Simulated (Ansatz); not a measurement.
**AlPt: do energies and stresses tell the same story?**

Theory: Ansatz 0.2.0, DFT PBEsol, scalar-relativistic, plane waves, PAW.

Plane waves to 420 eV, a k mesh through Γ of 8×8×8 on the computed 8-atom cell and Gaussian smearing (0.10 eV); no spin polarisation.

Relaxed cell: P2_13, a = 4.869 Å, b = 4.869 Å, c = 4.869 Å, α = 90.00°, β = 90.00°, γ = 90.00°, 8 atoms in the primitive cell. Whether it is the stable form of this composition wasn't checked.

Energies at zero smearing and pressures from the stress tensor, at volumes with shape and atoms relaxed:
| V (Å³/atom) | E − E(first) (meV/atom) | P (GPa) |
| --- | --- | --- |
| 12.693 | 0.00 | 34.76 |
| 13.126 | -78.48 | 23.73 |
| 13.559 | -129.58 | 14.43 |
| 13.992 | -157.61 | 6.60 |
| 14.424 | -166.20 | 0.00 |
| 14.857 | -158.40 | -5.56 |
| 15.290 | -136.85 | -10.24 |
| 15.867 | -90.45 | -15.33 |

Task: Check P = −dE/dV between neighbouring volumes, and get the bulk modulus from the pressures alone.

Result: With 1 eV/Å³ = 160.2 GPa:
```tsv
middle V (Å³/atom)	−ΔE/ΔV (GPa)	mean P (GPa)
12.910	29.058	29.242
13.343	18.919	19.080
13.775	10.379	10.518
14.208	3.179	3.300
14.641	-2.886	-2.783
15.073	-7.980	-7.902
15.578	-12.884	-12.783
```

The two differ by 0.18 GPa at most. The mean of two end pressures misses the average over a step by about ΔV² P″/12, up to 0.16 GPa here; with that taken off 0.03 GPa remains. The stress is the derivative of the free energy, not of the energy at zero smearing, and with free energies 0.01 GPa remains. Around V = 14.424 Å³/atom, the two neighbours give B = −V ΔP/ΔV = 14.424 × 12.17 / 0.865 = 202.8 GPa, against B0 = 201.3 GPa from the Birch–Murnaghan fit of the energies.

Spin–orbit coupling is left out, which can shift energies with elements as heavy as these.